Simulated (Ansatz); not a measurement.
Relaxed Cu (fcc, Cu type):

```xyz
4
Lattice="3.6288 0.0000 0.0000 0.0000 3.6288 0.0000 0.0000 0.0000 3.6288" Properties=species:S:1:pos:R:3 pbc="T T T"
Cu     0.0000     0.0000     0.0000
Cu     1.8144     1.8144     0.0000
Cu     1.8144     0.0000     1.8144
Cu     0.0000     1.8144     1.8144
```

Two-dimensional scan of atom 4 (Cu, nearest neighbour Cu at 2.566 Å; its periodic images, 3.6 Å or more away, move with it): u runs along (1.000, 0.000, 0.000), v along (0.000, 1.000, 0.000) (Cartesian). Cell and other atoms are fixed.

Calculation: PBE (plane waves to 420 eV, PAW, scalar-relativistic; Ansatz, a program for electronic structure). k mesh 10×10×10 (Γ-centred), Fermi-Dirac smearing 0.05 eV. Compression counts positive. With partly filled bands, energies and forces of such displacements shift with the k mesh and the smearing. Cu is run without spin polarisation. Cu was relaxed with its symmetry unable to fall. The PAW data are Ansatz's earlier set. The last digit holds for this mesh only.

Changes of P (GPa) from the point u = 0.000 Å, v = 0.000 Å when one coordinate moves alone (two changes are said to add if the coupling is within 5 % of the smaller one, nearly so within 20 %):

```csv
point,change
"u = 0.000 Å, v = -0.380 Å",5.99
"u = 0.000 Å, v = -0.190 Å",1.48
"u = -0.380 Å, v = 0.000 Å",5.99
"u = -0.190 Å, v = 0.000 Å",1.48
"u = 0.190 Å, v = 0.000 Å",1.48
"u = 0.380 Å, v = 0.000 Å",5.99
"u = 0.000 Å, v = 0.190 Å",1.48
"u = 0.000 Å, v = 0.380 Å",5.99
```

What is the change at u = -0.380 Å, v = 0.380 Å, where both move, and how far is it from the sum?

The sum of the single changes is 5.99 + (5.99) = 11.98; the calculation gives 13.36, so the coupling contributes 1.38 (over 20 % of the smaller single change, not additive).

Do the two effects add at u = 0.380 Å, v = 0.190 Å? Give the computed change.

The sum of the single changes is 5.99 + (1.48) = 7.47; the calculation gives 7.78, so the coupling contributes 0.31 (over 20 % of the smaller single change, not additive).

(A displaced cell: forces are minus the slopes of the energy, force constants its curvatures, and phonons follow from these.)
